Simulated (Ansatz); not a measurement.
Relaxed-ion elastic tensor of AlCo3 (Cu3Au type, Pm-3m) in GPa (Voigt order), DFT-r²SCAN in the program Ansatz with PAW potentials; density 7.34 g/cm³, 11.53 Å³ per atom.

|  | 1 | 2 | 3 | 4 | 5 | 6 |
|---|---|---|---|---|---|---|
| 1 | 175 | 150 | 150 | 0.0 | 0.0 | 0.0 |
| 2 | 150 | 175 | 150 | 0.0 | 0.0 | 0.0 |
| 3 | 150 | 150 | 175 | 0.0 | 0.0 | 0.0 |
| 4 | 0.0 | 0.0 | 0.0 | 139 | 0.0 | 0.0 |
| 5 | 0.0 | 0.0 | 0.0 | 0.0 | 139 | 0.0 |
| 6 | 0.0 | 0.0 | 0.0 | 0.0 | 0.0 | 139 |

Q: Is the crystal mechanically stable?

A: Yes: the smallest eigenvalue of C is 25.0 GPa.

Q: Work out the Voigt and Reuss bounds. Is their mean of use?

A: K_V = 159, K_R = 159; G_V = 88.2, G_R = 27.6 GPa. The bounds lie so far apart that a Hill average or a Debye temperature from it would say little.

The workflow started from a Materials Project entry (that database holds measured and hypothetical structures alike); the Crystallography Open Database copy checked does not list it. Whether it is the stable phase at ambient conditions was not checked. The cell was relaxed with r²SCAN under the symmetry of its start; its stability against distortions is not shown here. Spin order of the final state: ferromagnetic, chosen from 4 collinear starts compared on coarse meshes (ties went to the first, and starts can fall back to one state), not a proven ground state. Other orbital occupations within this spin state were not tried. As this level gives no gap, shear constants depend on the k-mesh and smearing (Fermi–Dirac, 0.1 eV here).

Potentials: the later of the program's two PAW sets.
